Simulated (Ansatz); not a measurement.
Input:

BeTe:
```yaml
crystal:
  lattice:
    - [0.00000, 2.77723, 2.77723]
    - [2.77723, 0.00000, 2.77723]
    - [2.77723, 2.77723, 0.00000]
  atoms:
    - { symbol: Te, position: [0.75000, 0.75000, 0.75000] }
    - { symbol: Be, position: [0.00000, 0.00000, 0.00000] }
```

This is the LDA-relaxed structure. Cartesian axes are those of the cell as given.

**Question.** All from the program Ansatz at the LDA level (PAW), unless another level is named. Predict the bulk modulus (Birch–Murnaghan fit).

**Answer.** 63.7 GPa.

**Question.** And the piezoelectric stress constants (proper, relaxed ions, C/m²)?

**Answer.** e14 = e25 = e36 = 0.17.

Space group F-43m (zinc blende). The cell was relaxed with LDA under the symmetry of its start; of distortions, only those at the zone centre were tested. Scalar-relativistic: spin–orbit coupling is off unless named, which matters more the heavier the elements.

Potentials: the later of the program's two PAW sets.
